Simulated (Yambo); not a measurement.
Yambo run on CdI₂ (CdI2 type, space group P-3m1, No. 164). The wavefunctions are PBEsol (pw.x of Quantum ESPRESSO, ONCV potentials, with spin-orbit coupling) ones on a 3×3×2 mesh (34 occupied bands); a = 4.242 Å, b = 4.242 Å, c = 6.817 Å, α = 90.00°, β = 90.00°, γ = 120.00°.

Yambo input:

```
rim_cut
gw0
dyson
el_el_corr
HF_and_locXC
cohsex
em1s
RandQpts= 1000000
RandGvec= 1 Ry
EXXRLvcs= 102 Ry
VXCRLvcs= 408 Ry
Chimod= "HARTREE"
% BndsRnXs
 9 | 244 |
%
NGsBlkXs= 6 Ry
% LongDrXs
 1.0 | 1.0 | 1.0 |
%
ExtendOut
% QPkrange
 1 | 1 | 34 | 35 |
 2 | 2 | 34 | 34 |
%
```

k points by index: 1 = Γ, 2 = A.

Resulting energies as the program prints them:

```
#    K-point    Band    Eo [eV]    E [eV]    E-Eo [eV]    Vxc [eV]    Vnlxc [eV]    Sc|Eo [eV]    Re(Z)    Im(Z)
#
    1    34    -0.158805    -2.663749    -2.504945    -11.55929    -14.01116    -0.053070    1.000000    0.000000
    1    35    1.990440    1.276500    -0.713941    -10.59436    -6.515455    -4.792846    1.000000    0.000000
    2    34    0.000000    -2.469042    -2.469042    -12.33958    -14.91597    0.107349    1.000000    0.000000
```
(The two width columns are left out.) Convergence of these settings isn't established.

Geometry relaxed with PBE+D3(BJ).
